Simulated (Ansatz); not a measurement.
With r²SCAN in the plane-wave PAW code Ansatz, Sn in the β-Sn type structure (I4_1/amd) relaxes to a = 5.858 Å, c = 3.215 Å.

Electronic character: metallic (no gap).

The cell was relaxed with r²SCAN under the symmetry of its start. Axis ratios of metals converge slowly with the k-mesh, so a and c are less sure than the volume. Scalar-relativistic: spin–orbit coupling is off unless named, which matters more the heavier the elements.

Potentials: the later of the program's two PAW sets.
